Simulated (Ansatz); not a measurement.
Relaxed Bi₂Te₃ (Bi2Te3 type, space group R-3m):

```
Bi2Te3
1.0
    2.19374     1.26655    10.09654
   -2.19374     1.26655    10.09654
    0.00000    -2.53311    10.09654
Bi Te
2 3
Cartesian
  0.00000   0.00000  12.12024
  0.00000   0.00000  18.16937
  0.00000   0.00000   0.00000
  0.00000   0.00000   6.34130
  0.00000   0.00000  23.94832
```

Method: PBE-D3(BJ) (plane waves to 420 eV, PAW, scalar-relativistic; Ansatz, a program for electronic structure). k mesh 7×7×7 (Γ-centred), Fermi-Dirac smearing 0.05 eV. Bi2Te3 was relaxed with its symmetry unable to fall. Spin-orbit coupling is left out, though Bi and Te are heavy. The PAW data are Ansatz's earlier set.

One atom of the cell was then moved (with its periodic images), all else fixed, and the forces (eV/Å) came out as:

| atom | Fx | Fy | Fz |
|---|---|---|---|
| Bi1 | 0.014 | -0.021 | -0.187 |
| Bi2 | -0.338 | 0.125 | -0.652 |
| Te3 | 0.875 | -0.115 | 1.222 |
| Te4 | -0.371 | 0.034 | -0.315 |
| Te5 | -0.180 | -0.022 | -0.068 |

Problem. Which atom was moved, and by which vector (Å)?

Solution. Te3, by (-0.25, 0.00, -0.25), 0.35 Å in all.

(A displaced cell: forces are minus the slopes of the energy, force constants its curvatures, and phonons follow from these.)
